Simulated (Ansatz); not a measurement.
**CaB₆ at several levels of theory**

One geometry, relaxed with PBE, and single points on it; plane waves with PAW potentials in Ansatz, scalar-relativistic unless the row names spin-orbit coupling. No spin polarisation. Meshes are on the primitive cell of 7 atoms. Gaps are the least over mesh and band path; pressure is positive in compression. Smearing is Gaussian, 0.01 eV.

```xyz
7
Lattice="4.1477 0.0000 0.0000 0.0000 4.1477 0.0000 0.0000 0.0000 4.1477" Properties=species:S:1:pos:R:3 pbc="T T T"
Ca    2.0739    2.0739    2.0739
B     0.0000    0.0000    1.2369
B     0.0000    0.0000    2.9109
B     1.2369    0.0000    0.0000
B     2.9109    0.0000    0.0000
B     0.0000    1.2369    0.0000
B     0.0000    2.9109    0.0000
```

| level | cutoff (eV) | k mesh | gap (eV) | pressure (GPa) | rough cost with bands (core-min) |
| --- | --- | --- | --- | --- | --- |
| PBE | 420 | 8×8×8 | 0 | 0.0 | 0.7 |
| r2SCAN | 500 | 8×8×8 | 0.01 | -1.3 | 0.9 |
| LDA | 420 | 8×8×8 | 0 | -6.6 | 0.7 |

The smearing is narrow for a metal on this mesh.